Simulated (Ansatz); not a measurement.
One crystal and one scan (scan of one atom of the cell) at two levels, PBE (plane waves to 420 eV, PAW, scalar-relativistic; Ansatz, a quantum-chemistry and plane-wave program) and r2SCAN (plane waves to 500 eV, PAW, scalar-relativistic; Ansatz), each from its own relaxed cell and on its own mesh.

The crystal is Nb (bcc, W type); one Nb atom of a 2-atom cell moves by s along Cartesian x, with its periodic images.

The energy includes the smearing's −TS. Nb is run without spin polarisation. Nb was relaxed with its symmetry unable to fall. (PBE) On this mesh the relaxed cell isn't quite at rest: it carries a pressure of -0.1 GPa (compression positive) at the zero of the scan. (r2SCAN) On this mesh the relaxed cell isn't quite at rest: it carries a pressure of -0.1 GPa (compression positive) at the zero of the scan. With partly filled bands, energies and forces of such displacements shift with the k mesh and the smearing.

```csv
quantity,run 1,run 2
Lattice constant a (Å),3.303,3.310
Force constant k = d²E/ds² at s = 0 (finite differences) (eV/Å²),5.23,4.99
```

Which run is which level?

Run 2 is PBE, run 1 is r2SCAN. PBE gives the higher value for: lattice constant a. PBE gives the lower value for: force constant k = d²E/ds² at s = 0. Both give the same shape of the curve: a single well with its minimum at or next to zero displacement. Neither level is exact: the differences show how much the result hangs on the functional.

(For displaced atoms, the force is minus the slope of the energy, and its curvature is a force constant, which sets phonon frequencies.)
